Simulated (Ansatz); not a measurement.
**Bond compression in As (diamond type)**

```xyz
2
Lattice="0.0000 2.8744 2.8744 2.8744 0.0000 2.8744 2.8744 2.8744 0.0000" Properties=species:S:1:pos:R:3 pbc="T T T"
As   -0.7186   -0.7186   -0.7186
As    0.7186    0.7186    0.7186
```

This is a prototype cell at a chosen volume, and whether it is the ground state is a separate question.

Its shortest bond, of 2.489 Å between atom 1 (As) and the nearest image of atom 2 (As), is scaled by moving both atoms along it, with the cell held. The force apart is half the difference of the two atoms' forces along the bond; it holds the pull and push of their other neighbours too.

Level of theory: DFT with LDA, scalar-relativistic, in Ansatz 0.2.0; a Γ-centred 9×9×9 k mesh, Fermi–Dirac smearing of 0.05 eV, no spin polarisation. LAPW: all electrons, basis error target 1 meV/atom; PAW: frozen-core files, cutoff 420 eV; PAW (cutoff 600 eV): frozen-core files, cutoff 600 eV.

Energies are extrapolated to zero smearing and count from the unscaled cell; pressure is positive in compression; gaps take the mesh and a band path. No temperature or zero-point motion is included.

The PAW files were made under PBE.

```tsv
bond (Å)	force apart (eV/Å)	P LAPW (GPa)	ΔE LAPW (eV/atom)	P PAW − LAPW (GPa)	ΔE PAW − LAPW (meV/atom)	force PAW − LAPW (eV/Å)
2.489	0.00	7.20	0.000	-0.03	0.0	0.000
2.340	0.92	7.87	0.024	-0.03	0.0	0.000
2.041	4.80	14.66	0.411	0.01	0.1	0.008
1.743	?	46.0	2.087	-0.67	-9.7	-0.350
1.593	41.87	79.4	4.372	-2.35	-69.8	-1.331
```

Task: Fill in "force apart (eV/Å)" for the row "1.743".

Result: 21.28.

Task: At the last bond length, how far does PAW (cutoff 600 eV) lie from LAPW in pressure and in the largest force component?

Result: PAW (cutoff 600 eV): -2.56 GPa, 0.838 eV/Å, on a LAPW pressure of 79.4 GPa.

Task: How do the Löwdin populations by LAPW change from the unscaled cell to the last row, on the two atoms of the bond?

Result: As1 4s 1.78 → 1.54, As1 4p 3.17 → 3.42, As2 4s 1.78 → 1.54, As2 4p 3.17 → 3.42 electrons an atom. These are projections on the shells that the free atoms fill; 0.12 e a cell lies outside them at the start and 0.17 e at the end.
